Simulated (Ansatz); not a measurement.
Below is a relaxed structure of Al2GaP3. The cell was found from a structure generator's guess, not taken from experiment.

Computed with DFT PBE, scalar-relativistic, plane waves, PAW (Ansatz). Cutoff 420 eV, Γ-centred mesh, Gaussian smearing, no spin polarisation.

```
Al Ga P
1.0
     3.89397    0.00000    0.00000
    -1.94699    3.37228    0.00000
     0.00000    0.00000    9.53928
Al Ga P
2 1 3
Cartesian
  0.0000 0.0000 0.0012
  0.0000 2.2482 6.3607
  1.9470 1.1241 3.1781
  0.0000 0.0000 7.1536
  0.0000 2.2482 3.9800
  1.9470 1.1241 0.7898
```

The zero of energy is the elements' standard structures at the same level; no fitted shifts are applied. The references include black phosphorus.

Question: Find its symmetry and describe it.

Answer: P3m1 (No. 156), with Al and Ga ordered on zinc blende sites. Conventional cell: a = 3.894 Å, c = 9.539 Å. Al on its first site has 4 P at 2.38–2.39 Å; Al on its second site is surrounded by 4 P at 2.38 Å; Ga has 4 P at 2.39 Å; around P on its first site lie 4 Al at 2.38–2.39 Å; 2 more sites not described.

Question: How far does it lie from the elements in energy?

Answer: −0.565 eV/atom. Whether it is stable depends on the other phases of the system, which aren't compared here.

Question: Is it a metal?

Answer: No, the gap on the 12×12×4 mesh is 1.61 eV.

The last run used a 12×12×4 mesh (in the run's order of axes) for its 6-atom cell and Gaussian smearing of 0.02 eV. Kohn–Sham gaps at this level usually fall short of measured ones. The reference form of P is held partly by dispersion forces, which this level lacks. Symmetry constrained the relaxation, so the result can be a saddle point.
